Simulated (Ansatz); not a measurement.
A relaxed structure of FeS₂. Level of theory: PBEsol (plane waves to 420 eV, PAW, scalar-relativistic; Ansatz, an electronic-structure program).

```xyz
12
Lattice="5.3236 0.0000 0.0000 0.0000 5.3236 0.0000 0.0000 0.0000 5.3236" Properties=species:S:1:pos:R:3 pbc="T T T"
Fe     0.0000     0.0000     0.0000
Fe     2.6618     2.6618     0.0000
Fe     0.0000     2.6618     2.6618
Fe     2.6618     0.0000     2.6618
S      2.0316     2.0316     2.0316
S      4.6934     0.6302     3.2920
S      3.2920     4.6934     0.6302
S      0.6302     3.2920     4.6934
S      3.2920     3.2920     3.2920
S      0.6302     4.6934     2.0316
S      2.0316     0.6302     4.6934
S      4.6934     2.0316     0.6302
```

**Question.** Determine the symmetry and give the standard cell with its independent sites.

**Answer.** Space group Pa-3 (No. 205); a = b = c = 5.324 Å, α = β = γ = 90.00°

```json
[
 {"atom": "Fe", "site": "4a", "symmetry": ".-3.", "x": "0.0000", "y": "0.0000", "z": "0.0000"},
 {"atom": "S", "site": "8c", "symmetry": ".3.", "x": "0.3816", "y": "0.3816", "z": "0.3816"}
]
```

This is the AFLOW prototype AB2_cP12_205_a_c (C2, as in FeS2).

**Question.** Give the shortest distances between elements (the closest pairs, up to four, under 3.6 Å).

**Answer.** S–S 2.18 Å; Fe–S 2.22 Å.

* **Volume per atom**: 12.57 Å³
* **Density**: 5.28 g/cm³
* **Band gap**: 0.24 eV, indirect (valence top at k = (0, 0, 0.4), conduction bottom at Γ) (no spin-orbit coupling)
* **Smallest direct gap**: 0.30 eV at Γ
* **Magnetic moment**: zero (the starting moments vanished)

The relaxed cell holds bonded S–S pairs (2.18 Å). No spin polarisation in the result: the starting moments vanished. A magnetic state may lie lower.

The run could not lose the symmetry of its start; a randomly shaken copy of 12 atoms returns to this structure.
